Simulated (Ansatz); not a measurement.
**Relaxing silver (dhcp (4H))**

All numbers below come from DFT, PBEsol, plane waves (420 eV) with PAW, scalar-relativistic in Ansatz 0.2.0. The PAW files were generated under PBE, with cores re-solved for the functional.

k-point mesh 13×13×3, Fermi-Dirac smearing 0.1 eV, no spin polarisation. Cell and atoms relax.

Starting structure:

```cif
data_structure
_symmetry_space_group_name_H-M 'P 1'
_symmetry_Int_Tables_number 1
_cell_length_a 2.8862
_cell_length_b 2.8862
_cell_length_c 10.0000
_cell_angle_alpha 90.000
_cell_angle_beta 90.000
_cell_angle_gamma 120.000
_cell_volume 72.14
loop_
_atom_site_label
_atom_site_type_symbol
_atom_site_fract_x
_atom_site_fract_y
_atom_site_fract_z
_atom_site_occupancy
Ag1 Ag 0.33333 0.66667 0.25000 1
Ag2 Ag 0.66667 0.33333 0.75000 1
Ag3 Ag 0.00000 0.00000 0.00000 1
Ag4 Ag 0.00000 0.00000 0.50000 1
```

Question: What cell does the relaxation end in?

Answer: P6_3/mmc with a = 2.854 Å, c = 9.439 Å (c/a = 3.307); 16.65 Å³ per atom against 18.04 at the start (-7.7 %).

Question: How much energy does the relaxation gain?

Answer: 41.8 meV per atom.
